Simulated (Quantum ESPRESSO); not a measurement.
## ZnSiGa2N4 (finding a planted mistake in a log)

Simulated, not a measurement. The program is pw.x of Quantum ESPRESSO 7.5 (plane-wave density functional theory). The cell is made up: 8 atoms on a zincblende/diamond lattice, with randomly drawn elements, strain and displacements, not relaxed. PseudoDojo standard norm-conserving files (v0.5 for PBE, v0.4.1 for LDA and PBEsol) set the functional; there is no spin polarisation, spin-orbit coupling or dispersion term, and the masses in the input are unused placeholders.

Intended input:

```
&control calculation='scf', pseudo_dir='./dojo.nc.sr.pbe.v0_5.standard.upf', outdir='./o', disk_io='medium', tprnfor=.true., tstress=.true. /
&system ibrav=0, nat=8, ntyp=4, nbnd=41, ecutwfc=84.00895049, nosym=.true., tot_charge=0,
 occupations='smearing', smearing='fd', degauss=0.0018374661
/
&electrons conv_thr=7.350e-09, electron_maxstep=60, /
ATOMIC_SPECIES
Ga 1.0 Ga.upf
N 1.0 N.upf
Si 1.0 Si.upf
Zn 1.0 Zn.upf
CELL_PARAMETERS angstrom
4.4825 0.0 0.0
0.0 4.4825 0.0
0.0 0.0 4.4825
ATOMIC_POSITIONS angstrom
Zn -0.0481 -0.0069 0.0445
Si 0.0802 2.2328 2.2132
Ga 2.1551 -0.0242 2.2576
Ga 2.293 2.2474 0.0056
N 1.182 1.0905 1.0516
N 1.1851 3.3708 3.3651
N 3.3803 1.1161 3.3725
N 3.3039 3.3345 1.2104
K_POINTS automatic
4 4 4 1 1 1
```

The log is shortened where brackets say so; the opening notice, blank lines, dates and the lines on written files are dropped, and the path of the files is cut. It prints rydbergs, bohrs and kilobars, and counts compression as positive stress.

Log of the intended run:

```
     Program PWSCF v.7.5
     Parallel version (MPI & OpenMP), running on       1 processor cores
     Number of MPI processes:                 1
     Threads/MPI process:                     1
     [start-up lines left out]
     bravais-lattice index     =            0
     lattice parameter (alat)  =       8.4707  a.u.
     unit-cell volume          =     607.7955 (a.u.)^3
     number of atoms/cell      =            8
     number of atomic types    =            4
     number of electrons       =        70.00
     number of Kohn-Sham states=           41
     kinetic-energy cutoff     =      84.0090  Ry
     charge density cutoff     =     336.0358  Ry
     scf convergence threshold =      7.3E-09
     mixing beta               =       0.7000
     number of iterations used =            8  plain     mixing
     Exchange-correlation= PBE
                           (   1   4   3   4   0   0   0)
     [axes and pseudopotential details left out]
   Cartesian axes
     site n.     atom                  positions (alat units)
         1        Zn     tau(   1) = (  -0.0107306  -0.0015393   0.0099275  )
         2        Si     tau(   2) = (   0.0178918   0.4981149   0.4937423  )
         3        Ga     tau(   3) = (   0.4807808  -0.0053988   0.5036475  )
         4        Ga     tau(   4) = (   0.5115449   0.5013720   0.0012493  )
         5        N      tau(   5) = (   0.2636921   0.2432794   0.2346012  )
         6        N      tau(   6) = (   0.2643837   0.7519911   0.7507195  )
         7        N      tau(   7) = (   0.7541104   0.2489905   0.7523703  )
         8        N      tau(   8) = (   0.7370664   0.7438929   0.2700279  )
     number of k points=    32  Fermi-Dirac smearing, width (Ry)=  0.0018
                       cart. coord. in units 2pi/alat
        k(    1) = (   0.1250000   0.1250000   0.1250000), wk =   0.0625000
        k(    2) = (   0.1250000   0.1250000   0.3750000), wk =   0.0625000
     [further k points left out]
     Dense  grid:    63077 G-vectors     FFT dimensions: (  50,  50,  50)
     Estimated max dynamical RAM per process >      84.11 MB
     Initial potential from superposition of free atoms
     starting charge      69.9939, renormalised to      70.0000
     Starting wfcs are   48 randomized atomic wfcs
     total cpu time spent up to now is        7.3 secs
     per-process dynamical memory:    47.3 Mb
     Self-consistent Calculation
     iteration #  1     ecut=    84.01 Ry     beta= 0.70
     Davidson diagonalization with overlap
     ethr =  1.00E-02,  avg # of iterations =  3.2
     total cpu time spent up to now is       23.2 secs
     total energy              =    -814.69559459 Ry
     estimated scf accuracy    <       2.03278539 Ry
     iteration #  2     ecut=    84.01 Ry     beta= 0.70
     Davidson diagonalization with overlap
     ethr =  2.90E-03,  avg # of iterations =  3.0
     total cpu time spent up to now is       36.0 secs
     total energy              =    -815.27346017 Ry
     estimated scf accuracy    <       2.10584001 Ry
     [iterations 3 to 11 left out]
     iteration # 12     ecut=    84.01 Ry     beta= 0.70
     Davidson diagonalization with overlap
     ethr =  5.02E-11,  avg # of iterations =  4.0
     total cpu time spent up to now is      176.2 secs
     total energy              =    -815.64100065 Ry
     estimated scf accuracy    <       0.00000001 Ry
     iteration # 13     ecut=    84.01 Ry     beta= 0.70
     Davidson diagonalization with overlap
     ethr =  1.45E-11,  avg # of iterations =  2.0
     total cpu time spent up to now is      186.4 secs
     End of self-consistent calculation
     [lines on levels left out]
!    total energy              =    -815.64100065 Ry
     estimated scf accuracy    <          5.0E-10 Ry
     smearing contrib. (-TS)   =      -0.00000000 Ry
     internal energy E=F+TS    =    -815.64100065 Ry
     The total energy is F=E-TS. E is the sum of the following terms:
     one-electron contribution =    -469.17749326 Ry
     hartree contribution      =     283.80253108 Ry
     xc contribution           =    -156.63698392 Ry
     ewald contribution        =    -473.62905455 Ry
     convergence has been achieved in  13 iterations
     Forces acting on atoms (cartesian axes, Ry/au):
     atom    1 type  4   force =    -0.00011576   -0.02320710   -0.00978650
     atom    2 type  3   force =    -0.04701153   -0.00318146    0.02483206
     atom    3 type  1   force =     0.07022302    0.04577514   -0.00359558
     atom    4 type  1   force =     0.00718711   -0.00409793   -0.01548029
     atom    5 type  2   force =    -0.06933276    0.09067628    0.09987530
     atom    6 type  2   force =    -0.10389022   -0.10493059   -0.04056287
     atom    7 type  2   force =     0.04434310    0.06763266   -0.09891962
     atom    8 type  2   force =     0.09859704   -0.06866700    0.04363751
     Total force =     0.299897     Total SCF correction =     0.000026
     Computing stress (Cartesian axis) and pressure
          total   stress  (Ry/bohr**3)                   (kbar)     P=        2.72
  -0.00009077   0.00009517  -0.00003743          -13.35       14.00       -5.51
   0.00009517   0.00007946  -0.00022093           14.00       11.69      -32.50
  -0.00003743  -0.00022093   0.00006675           -5.51      -32.50        9.82
     init_run     :      6.53s CPU      7.09s WALL (       1 calls)
     electrons    :    174.02s CPU    179.12s WALL (       1 calls)
     forces       :      1.91s CPU      1.94s WALL (       1 calls)
     stress       :      6.95s CPU      7.00s WALL (       1 calls)
     [timing details left out]
     PWSCF        :   3m 9.64s CPU   3m15.50s WALL
     JOB DONE.
```

A second run was made from an input with one planted mistake. Its log:

```
     Program PWSCF v.7.5
     Parallel version (MPI & OpenMP), running on       1 processor cores
     Number of MPI processes:                 1
     Threads/MPI process:                     1
     [start-up lines left out]
     bravais-lattice index     =            0
     lattice parameter (alat)  =       8.4707  a.u.
     unit-cell volume          =     607.7955 (a.u.)^3
     number of atoms/cell      =            8
     number of atomic types    =            4
     number of electrons       =        70.00
     number of Kohn-Sham states=           41
     kinetic-energy cutoff     =      84.0090  Ry
     charge density cutoff     =     336.0358  Ry
     scf convergence threshold =      7.3E-09
     mixing beta               =       0.7000
     number of iterations used =            8  plain     mixing
     Exchange-correlation= PBE
                           (   1   4   3   4   0   0   0)
     [axes and pseudopotential details left out]
   Cartesian axes
     site n.     atom                  positions (alat units)
         1        Zn     tau(   1) = (  -0.0107306  -0.0015393   0.0099275  )
         2        N      tau(   2) = (   0.0178918   0.4981149   0.4937423  )
         3        Ga     tau(   3) = (   0.4807808  -0.0053988   0.5036475  )
         4        Ga     tau(   4) = (   0.5115449   0.5013720   0.0012493  )
         5        N      tau(   5) = (   0.2636921   0.2432794   0.2346012  )
         6        N      tau(   6) = (   0.2643837   0.7519911   0.7507195  )
         7        Si     tau(   7) = (   0.7541104   0.2489905   0.7523703  )
         8        N      tau(   8) = (   0.7370664   0.7438929   0.2700279  )
     number of k points=    32  Fermi-Dirac smearing, width (Ry)=  0.0018
                       cart. coord. in units 2pi/alat
        k(    1) = (   0.1250000   0.1250000   0.1250000), wk =   0.0625000
        k(    2) = (   0.1250000   0.1250000   0.3750000), wk =   0.0625000
     [further k points left out]
     Dense  grid:    63077 G-vectors     FFT dimensions: (  50,  50,  50)
     Estimated max dynamical RAM per process >      84.11 MB
     Initial potential from superposition of free atoms
     starting charge      69.9939, renormalised to      70.0000
     Starting wfcs are   48 randomized atomic wfcs
     total cpu time spent up to now is       11.2 secs
     per-process dynamical memory:    47.3 Mb
     Self-consistent Calculation
     iteration #  1     ecut=    84.01 Ry     beta= 0.70
     Davidson diagonalization with overlap
     ethr =  1.00E-02,  avg # of iterations =  3.9
     total cpu time spent up to now is       39.3 secs
     total energy              =    -813.95078490 Ry
     estimated scf accuracy    <       1.33471624 Ry
     iteration #  2     ecut=    84.01 Ry     beta= 0.70
     Davidson diagonalization with overlap
     ethr =  1.91E-03,  avg # of iterations =  4.0
     total cpu time spent up to now is       66.0 secs
     total energy              =    -813.88901022 Ry
     estimated scf accuracy    <       4.35817067 Ry
     [iterations 3 to 12 left out]
     iteration # 13     ecut=    84.01 Ry     beta= 0.70
     Davidson diagonalization with overlap
     ethr =  2.45E-11,  avg # of iterations =  3.7
     total cpu time spent up to now is      289.4 secs
     total energy              =    -814.65079070 Ry
     estimated scf accuracy    <       0.00000002 Ry
     iteration # 14     ecut=    84.01 Ry     beta= 0.70
     Davidson diagonalization with overlap
     ethr =  2.45E-11,  avg # of iterations =  2.0
     total cpu time spent up to now is      307.5 secs
     End of self-consistent calculation
     [lines on levels left out]
!    total energy              =    -814.65079071 Ry
     estimated scf accuracy    <          1.9E-09 Ry
     smearing contrib. (-TS)   =      -0.00038777 Ry
     internal energy E=F+TS    =    -814.65040293 Ry
     The total energy is F=E-TS. E is the sum of the following terms:
     one-electron contribution =    -459.16024665 Ry
     hartree contribution      =     277.08521239 Ry
     xc contribution           =    -156.17598372 Ry
     ewald contribution        =    -476.39938496 Ry
     convergence has been achieved in  14 iterations
     Forces acting on atoms (cartesian axes, Ry/au):
     atom    1 type  4   force =     0.13476430   -0.17531391    0.15289625
     atom    2 type  2   force =    -0.02405685   -0.00751668    0.01977995
     atom    3 type  1   force =    -0.09305131   -0.10216250   -0.13394388
     atom    4 type  1   force =    -0.17856109    0.18314486    0.18811693
     atom    5 type  2   force =    -0.04263981    0.03230158    0.03650002
     atom    6 type  2   force =    -0.08443862   -0.04954323    0.01109149
     atom    7 type  3   force =     0.23463251    0.12871584   -0.26711024
     atom    8 type  2   force =     0.05335087   -0.00962596   -0.00733053
     Total force =     0.609108     Total SCF correction =     0.000117
     Computing stress (Cartesian axis) and pressure
          total   stress  (Ry/bohr**3)                   (kbar)     P=      332.71
   0.00205885  -0.00062028   0.00036900          302.87      -91.25       54.28
  -0.00062028   0.00236257   0.00064570          -91.25      347.55       94.99
   0.00036900   0.00064570   0.00236379           54.28       94.99      347.73
     init_run     :     10.35s CPU     11.02s WALL (       1 calls)
     electrons    :    289.19s CPU    296.34s WALL (       1 calls)
     forces       :      3.60s CPU      3.65s WALL (       1 calls)
     stress       :     13.41s CPU     13.50s WALL (       1 calls)
     [timing details left out]
     PWSCF        :   5m16.81s CPU   5m25.07s WALL
     JOB DONE.
```

Question: what was wrong in the second input?

Answer: two atoms have their elements exchanged. The input lines that differ, file-writing options aside:

```
- Si 0.0802 2.2328 2.2132
+ N 0.0802 2.2328 2.2132
- N 3.3803 1.1161 3.3725
+ Si 3.3803 1.1161 3.3725
```

```
                                            intended run  run with the mistake
                          free energy (eV)    -11097.361            -11083.889
                    smearing term -TS (eV)        0.0000               -0.0053
                            pressure (GPa)          0.27                 33.27
            largest force component (eV/Å)         2.698                 6.868
largest change of a force component (eV/Å)                               5.235
                                iterations            13                    14
```

For scale, a rerun of the intended cell at 1437 eV and a 6 x 6 x 6 mesh moved values by no more than 0.004 eV in energy, 0.02 GPa in stress and 0.002 eV/Å in force.